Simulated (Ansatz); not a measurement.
Relaxed ZnS (zinc blende):

```xyz
4
Lattice="0.0000 5.4434 5.4434 2.7217 0.0000 2.7217 2.7217 2.7217 0.0000" Properties=species:S:1:pos:R:3 pbc="T T T"
S      4.0826     4.0826     4.0826
S      4.0826     6.8043     6.8043
Zn     0.0000     0.0000     0.0000
Zn     2.7217     5.4434     2.7217
```

A phonon eigenvector at L = (0.5, 0.0, 0.0) is frozen into this cell: atom i moves by Q times the vector below, so Q is the largest atomic displacement, in Å. The cell is held. It is one choice among 2 degenerate patterns. (q is in reciprocal vectors of the primitive cell; the cell shown is doubled to hold the pattern.)

```tsv
atom	x	y	z
S1	-0.285	0.520	-0.805
S2	0.285	-0.520	0.805
Zn3	-0.112	0.204	-0.316
Zn4	0.112	-0.204	0.316
```

Level of theory: PBE (plane waves to 420 eV, PAW, scalar-relativistic; Ansatz, an electronic-structure program). k mesh 5×10×10 (Γ-centred), Fermi-Dirac smearing 0.05 eV. ZnS was relaxed with its symmetry unable to fall. 

```csv
Q (Å),−dE/dQ from forces (eV/Å)
-0.180,4.541
-0.150,3.689
-0.120,2.891
-0.090,2.133
-0.060,1.406
-0.030,0.698
0.000,0.000
0.030,-0.698
0.060,-1.406
0.090,-2.133
0.120,-2.891
0.150,-3.689
0.180,-4.541
```

Task: What harmonic wavenumber does the curvature at Q = 0 give?

Result: 274 cm⁻¹. E″ = 23.22 eV/Å², M = Σ mᵢ|uᵢ|² = 84.2 u, ν̃ = 521.5·√(|E″|/M).

(A displaced cell: forces are minus the slopes of the energy, force constants its curvatures, and phonons follow from these.)
